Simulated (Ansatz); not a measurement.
# What relativity does to TePb

```
Te Pb
1.0
     0.00000    3.28592    3.28592
     3.28592    0.00000    3.28592
     3.28592    3.28592    0.00000
Te Pb
1 1
Direct
  0.50000 0.50000 0.50000
  0.00000 0.00000 0.00000
```

The cell comes from a relaxation on PAW files under the same functional, begun from a database entry that needn't be the ground state.

All-electron LAPW in Ansatz 0.2.0 under PBE, with a Γ-centred 11×11×11 k mesh, Fermi–Dirac smearing of 0.05 eV, no spin polarisation. The basis error target is 0.5 meV/atom. The same cell is solved at each level of relativity (Schrödinger's equation, the scalar-relativistic one, Dirac's), and each level may then relax the cell.

The elements are taken as Pb fcc, Te trigonal Te, each relaxed on PAW files under the same functional and computed by the same method as the compound; zero-point and thermal terms are left out. PBE lacks dispersion, which leaves layered or molecular solids underbound, be they references or the compound itself. Formation energies keep the scalar-relativistic cells of compound and elements, so at the other levels neither side is at rest.

| level | P at the cell (GPa) | gap (eV) | ΔE(formation) at the fixed cells (eV/atom) | relaxed V (Å³/atom) |
| --- | --- | --- | --- | --- |
| scalar-relativistic | -0.04 | 0.83 | -0.408 | 35.48 |
| non-relativistic | 1.04 | 0.13 | -0.346 | 36.44 |
| with spin–orbit coupling | -0.15 | 0.00 | ? | 35.32 |

Q: Fill in "ΔE(formation) at the fixed cells (eV/atom)" for the row "with spin–orbit coupling".

A: -0.327.

Q: Does scalar relativity shrink or swell this crystal?

A: It shrinks it by 2.6 % in volume against the non-relativistic cell.

Q: How do the Löwdin populations move when relativity is switched off?

A: Te 5p 4.39 → 4.34, Pb 6s 1.95 → 1.86, Pb 6p 1.83 → 1.98 electrons an atom. The projections hold only the shells that the free atoms fill, so charge of other character is partly counted to these shells and partly left out.
